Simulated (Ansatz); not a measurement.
Relaxed ZnCu (CsCl type):

```
CELL_PARAMETERS angstrom
      5.92765     0.00000     0.00000
      0.00000     2.96382     0.00000
      0.00000     0.00000     2.96382
ATOMIC_POSITIONS crystal
  Zn 0.00000 0.00000 0.00000
  Zn 0.50000 0.00000 0.00000
  Cu 0.25000 0.50000 0.50000
  Cu 0.75000 0.50000 0.50000
```

Scan: atom 3 (Cu, nearest neighbour Zn at 2.567 Å; its periodic images, 3.0 Å or more away, move with it) is displaced along Cartesian [111], direction (0.577, 0.577, 0.577) in Cartesian axes, by s. The other atoms stay.

Calculation: PBE (plane waves to 420 eV, PAW, scalar-relativistic; Ansatz, a program for electronic structure). k mesh 7×13×13 (Γ-centred), Fermi-Dirac smearing 0.05 eV. Energies are smeared free energies. Left out: 2 of 11 points, with atoms too close for the PAW data. With partly filled bands, energies and forces of such displacements shift with the k mesh and the smearing. ZnCu is run without spin polarisation. ZnCu was relaxed with its symmetry unable to fall. ΔE is measured from the undisplaced structure.

**Question.** What ΔE (eV/cell) does the calculation give at s (Å) = -0.616, -0.462, -0.308, -0.154, 0.308, 0.616?

**Answer.** 
```
s (Å)   ΔE (eV/cell)
------  ------------
-0.616         1.427
-0.462         0.647
-0.308         0.245
-0.154         0.056
0.308          0.245
0.616          1.427
```

(A displaced cell: forces are minus the slopes of the energy, force constants its curvatures, and phonons follow from these.)
